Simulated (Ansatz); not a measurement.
AlNi (CsCl type)

```xyz
2
Lattice="2.8930 0.0000 0.0000 0.0000 2.8930 0.0000 0.0000 0.0000 2.8930" Properties=species:S:1:pos:R:3 pbc="T T T"
Al     0.0000     0.0000     0.0000
Ni     1.4465     1.4465     1.4465
```

This relaxed cell (volume V₀) is scaled evenly in all directions, its shape held. Symmetry pins the atoms to their sites.

All values below come from PBE (plane waves to 420 eV, PAW, scalar-relativistic; Ansatz, a program for electronic structure). k mesh 17×17×17 (Γ-centred), Fermi-Dirac smearing 0.05 eV. E stands for the smeared free energy. AlNi is run without spin polarisation. AlNi was relaxed with its symmetry unable to fall. ΔE is measured from the relaxed starting cell.

Question: Estimate the ΔE (meV/atom) for V/V₀ = 0.840, 0.872, 0.904, 0.936, 1.032, 1.096, 1.128, 1.160.

Answer: 
```tsv
V/V₀	ΔE (meV/atom)
0.840	210
0.872	126
0.904	67
0.936	28
1.032	6
1.096	47
1.128	79
1.160	118
```

(A scan under strain: stresses follow from slopes of the energy per volume, elastic moduli from its curvatures.)
